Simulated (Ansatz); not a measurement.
**RuS: what a change of element does**

Level of theory: DFT, PBE, scalar-relativistic, spin polarisation where moments were expected; plane waves to 420 eV with PAW datasets (Ansatz 0.2.0), Gaussian smearing of 0.05 eV.

RuS was relaxed to zero pressure in the zincblende structure, built from a prototype.

The structure is cubic, space group F-43m (No. 216). The conventional cell has a = 5.201 Å, b = 5.201 Å, c = 5.201 Å, α = 90.00°, β = 90.00°, γ = 90.00°. Ru (site symmetry -43m) is surrounded by 4 S at 2.25 Å. Around S (site symmetry -43m) lie 4 Ru at 2.25 Å. Neighbours are those within 15 % of a site's shortest distance, so a longer bond may be listed from one end only.

Results for RuS: a (Å) 5.201, V (Å³/atom) 17.58, shortest unlike bond (Å) 2.25, gap (eV) metal, B0 (GPa) 147, E_f (eV/atom) -0.16.

Q: All S is replaced by Se and the cell relaxed again in the same space group. What comes out?

A: RuSe: a (Å) 5.504, V (Å³/atom) 20.84, shortest unlike bond (Å) 2.38, gap (eV) metal, B0 (GPa) 118, E_f (eV/atom) 0.16.

The volume changes by +18.5 %, or +5.8 % in mean length, and the shortest unlike bond by 0.13 Å. The bulk modulus goes from 147.2 to 118.1 GPa, as V^−1.3: with like bonding the larger cell is the softer. The formation energy moves by 0.32 eV/atom, so in this structure RuS lies below its elements and the other above them; other structures of either may lie lower.

Whether RuS and RuSe form in this structure isn't claimed. E_f is the formation energy from the elements run alike, at 0 K, without zero-point energy or dispersion between the molecules, chains or layers of the solid elements; it is good to about 0.01 eV/atom as a calculation.

All runs used the PAW datasets of the set soft_2.
